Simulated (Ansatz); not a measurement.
Cs$_{2}$NbCuSe$_{4}$, first-principles data

Cs$_{2}$NbCuSe$_{4}$:
```xyz
16
Lattice="0.0000 7.0546 12.2461 2.8279 0.0000 12.2461 2.8279 7.0546 0.0000" Properties=species:S:1:pos:R:3 pbc="T T T"
Cs     4.2418    10.5820    13.9728
Cs     4.2418    10.5820    22.7655
Cs     2.8279     7.0546    16.6424
Cs     2.8279     7.0546     7.8497
Nb     2.8279     7.0546    12.2461
Nb     4.2418    10.5820    18.3691
Cu     1.4139     3.5273     6.1230
Cu     0.0000     0.0000     0.0000
Se     4.2429     5.6852    13.6098
Se     1.4129     8.4240    13.6098
Se     4.2429     8.4240    10.8824
Se     1.4129     5.6852    10.8824
Se     2.8268     4.8967     4.7593
Se     2.8289     9.2126     4.7593
Se     2.8268     9.2126    19.7328
Se     2.8289     4.8967    19.7328
```

Space group Fddd (No. 70); conventional cell a = 5.656 Å, b = 14.109 Å, c = 24.492 Å, α = β = γ = 90.00°.

Method: LDA in the plane-wave PAW code Ansatz. Geometry: relaxed at this level of theory. Other levels are named where they apply.

### Cell and energy

```
Item                                                          Result
-----------------------------------------------------  -------------
Volume per atom                                             30.54 Å³
Density                                                   5.02 g/cm³
Formation energy from the elements (no fitted shifts)  -0.97 eV/atom
```

### Electronic structure

```
Quantity                                                                                                                                                              Value
----------------------------------------  ---------------------------------------------------------------------------------------------------------------------------------
Band gap                                                                                                                                                 1.63 eV (indirect)
Valence-band maximum                                             on the Γ–Σ0 line, 96 % of the way from Γ (k = -0.005, 0.292, 0.292 in fractions of the reciprocal vectors)
Conduction-band minimum                   on the Z–Γ line, 75 % of the way from Z (k = -0.125, -0.125, 0.000 in fractions of the reciprocal vectors) (2 equivalent valleys)
Smallest direct gap on the standard path                                                                                                                            2.05 eV
Electron effective mass                                                                                                                  1.0, 4.3, 11 mₑ (principal values)
Hole effective mass                                                                                                                    0.65, 2.4, 2.9 mₑ (principal values)
```

### Mechanics

```
Quantity                              Result
----------------------------------  --------
Bulk modulus (Birch–Murnaghan fit)  20.7 GPa
Pressure derivative B′                   4.9
```

The workflow started from a Materials Project entry (that database holds measured and hypothetical structures alike); the Crystallography Open Database files this formula in space group No. 70, but the cells were not matched. Its standing as an ambient phase is unchecked. The cell was relaxed with LDA under the symmetry of its start; its stability against distortions is not shown here. The run is not spin-polarised. The references are the lowest solids computed at this level, not always the standard phases. Spin–orbit coupling is left out wherever it is not named.

Potentials: the later of the program's two PAW sets.
